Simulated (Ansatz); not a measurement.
## Ca2ZnAs2H4O10 — electric field gradients

The cell is a computed structure from the Materials Project (it need not be an observed phase), taken as it stands.

Space group P-1 (No. 2); a = 5.6780, b = 5.9548, c = 7.1303 Å, α = 108.61°, β = 97.23°, γ = 109.64°.

```
site  Wyckoff  site symmetry       x       y       z
  Ca       2i              1  0.1476  0.2942  0.7630
  Zn       1d             -1  0.5000  0.0000  0.0000
  H4       2i              1  0.4248  0.8423  0.3055
  H6       2i              1  0.6575  0.1263  0.3957
  As       2i              1  0.1745  0.3383  0.2475
 O10       2i              1  0.9043  0.2458  0.0496
 O12       2i              1  0.4214  0.0446  0.7278
 O14       2i              1  0.2215  0.6540  0.3860
 O16       2i              1  0.1411  0.1577  0.3928
 O18       2i              1  0.4277  0.3480  0.1321
```

One atom of each set is listed.

All values are calculated (Ansatz; DFT, PBE, plane waves and PAW, scalar-relativistic, 420 eV cutoff, Γ-centred 5×5×4 k-points, Fermi–Dirac smearing 0.02 eV), not measured.

C_Q = eQV_zz/h, which is 24.18 MHz for Q = 1 b and V_zz = 10²¹ V/m²; η = (V_xx − V_yy)/V_zz.

43Ca: I = 7/2, Q = -40.80 mb; 67Zn: I = 5/2, Q = 122.0 mb; 2H: I = 1, Q = 2.858 mb; 75As: I = 3/2, Q = 311.0 mb; ¹⁷O: I = 5/2, Q = -25.58 mb. Q values from Pyykkö, Mol. Phys. 116, 1328 (2018).

(1) What field gradients does the calculation give at each kind of site?

## Answers

(1) 

| site | atoms | first shell | V_zz (10²¹ V/m²) | η | C_Q (MHz) |
| --- | --- | --- | --- | --- | --- |
| Ca | 2 | 8 O at 2.39–2.77 Å | -1.95 | 0.98 | 1.92 |
| Zn | 1 | 6 O at 2.06–2.18 Å | -3.62 | 0.46 | -10.7 |
| H4 | 2 | 1 O at 1.02 Å; also 1 O at 1.62 Å | 2.41 | 0.15 | 0.166 |
| H6 | 2 | 1 O at 1.02 Å; also 1 O at 1.56 Å | 2.36 | 0.14 | 0.163 |
| As | 2 | 4 O at 1.70–1.74 Å | -4.23 | 0.49 | -31.8 |
| O10 | 2 | 1 As at 1.74 Å, 1 Zn at 2.18 Å, angle 130°; also 2 Ca at 2.64–2.77 Å | 12.59 | 0.23 | -7.79 |
| O12 | 2 | 2 H at 1.02 Å, 1 Zn at 2.06 Å; also 1 Ca at 2.47 Å | -10.16 | 0.73 | 6.28 |
| O14 | 2 | 1 As at 1.73 Å; also 2 H at 1.56–1.62 Å, 1 Ca at 2.39 Å | 12.44 | 0.11 | -7.70 |
| O16 | 2 | 1 As at 1.70 Å; also 2 Ca at 2.41–2.49 Å | 14.26 | 0.22 | -8.82 |
| O18 | 2 | 1 As at 1.74 Å, 1 Zn at 2.18 Å; also 2 Ca at 2.45–2.76 Å | 12.60 | 0.16 | -7.79 |

At H4 and H6 V_zz points along its bond to O (within 3°) in each case. At O10 and O18 V_zz points along the shorter of its two bonds, to As (within 4°) in each case. At O14 and O16 V_zz points along its bond to As (within 3°) in each case.

The largest force is 0.3 eV/Å, so the atoms aren't at the calculated equilibrium and relaxing them would move these values. The lattice is static: at room temperature water may turn and average the couplings of its hydrogen. Where η is near 1 the sign of V_zz means little.

Hardware: 1 thread of AMD EPYC 9R14 (Zen 4) (x86_64; 16 cores open to the job, memory cap 2.5 GiB, no GPU), a shared host with a load of 0.5 a core. Wall time 51 s, CPU time 50 s, peak memory 0.98 GiB.
